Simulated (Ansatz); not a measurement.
Given:

Ta (bcc, W type)

```
CELL_PARAMETERS angstrom
     -3.28193     3.28193     3.28193
      1.64097    -1.64097     1.64097
      1.64097     1.64097    -1.64097
ATOMIC_POSITIONS crystal
  Ta 0.00000 0.00000 0.00000
  Ta 0.50000 0.00000 0.00000
```

In each cell atom 1 (Ta, nearest neighbour Ta at 2.842 Å; its periodic images, 2.8 Å or more away, move with it) moves by s·(0.707, 0.707, 0.000) (along Cartesian [110]), the rest being held.

Level of theory: PBEsol (plane waves to 420 eV, PAW, scalar-relativistic; Ansatz, an electronic-structure program). k mesh 8×16×16 (Γ-centred), Fermi-Dirac smearing 0.05 eV. E stands for the smeared free energy. With partly filled bands, energies and forces of such displacements shift with the k mesh and the smearing. Spin-orbit coupling is left out, though Ta is heavy. Ta is run without spin polarisation. Ta was relaxed with its symmetry unable to fall. ΔE is measured from the undisplaced structure.

The scan covers s from -0.280 to 0.280 Å in 11 points.

### Question
Is the energy the same for equal positive and negative displacements?

### Answer
Even: the same for both signs. With its periodic images moving along, the atom's site symmetry in this cell is mmm.

### Question
What is the force constant k = d²E/ds² of this move at s = 0?

### Answer
5.65 eV/Å².

(A displaced cell: forces are minus the slopes of the energy, force constants its curvatures, and phonons follow from these.)
